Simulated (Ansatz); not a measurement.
**V$_{3}$Ge, first-principles data**

V$_{3}$Ge:
```yaml
crystal:
  lattice:
    - [0.00000, 3.00733, 3.00733]
    - [3.00733, 0.00000, 3.00733]
    - [3.00733, 3.00733, 0.00000]
  atoms:
    - { symbol: Ge, position: [0.00000, 0.00000, 0.00000] }
    - { symbol: V, position: [0.50000, 0.50000, 0.50000] }
    - { symbol: V, position: [0.25000, 0.25000, 0.25000] }
    - { symbol: V, position: [0.75000, 0.75000, 0.75000] }
```
The run is spin-polarised; directions of the spins, atom by atom: 0 0 ↓ ↑.

Space group Fm-3m (No. 225); conventional cell a = b = c = 6.0147 Å, α = β = γ = 90.00°.

Method: plane-wave PAW r²SCAN (Ansatz code). Structure relaxed to zero pressure with the same functional. Other levels are named where they apply.

Cell and energy:

| Quantity | Value |
|---|---|
| Volume per atom | 13.60 Å³ |
| Density | 6.88 g/cm³ |
| Formation energy from the elements (no fitted shifts) | -0.26 eV/atom |

Electronic structure:

| Property | Result |
|---|---|
| Electronic character | metallic (no gap) |
| Density of states at the Fermi level | 0.81 states/eV per atom (mean over ±0.08 eV) |

Magnetism:

| Property | Value |
|---|---|
| Magnetic order | antiferromagnetic |
| Net moment | 0.00 μB per atom |

Mechanics:

| Quantity | Value |
|---|---|
| Bulk modulus (Birch–Murnaghan fit) | 165 GPa |
| Pressure derivative B′ | 4.5 |

Charges:

| Item | Result |
|---|---|
| Bader charges | Ge -1.27, V +0.23 to +0.52 e |

The cell is a constructed one: a structure type filled with these elements; neither database checked (COD, Materials Project) lists it. COD files the formula under space group No. 223. Whether it is the stable phase at ambient conditions was not checked. Symmetry was held in the r²SCAN relaxation, as lowered by the spin order; whether a distortion lowers the energy is not shown. Magnetic state: antiferromagnetic, chosen from 2 collinear starts compared on coarse meshes (ties went to the first, and starts can fall back to one state), not a proven ground state. The program gave a warning on the electronic state, which may not be the lowest. Point labels and valley counts follow the cell and symmetry of the run, lower than the named group. The references are the lowest solids computed at this level, not always the standard phases. Spin–orbit coupling is left out wherever it is not named.

Potentials: the later of the program's two PAW sets.
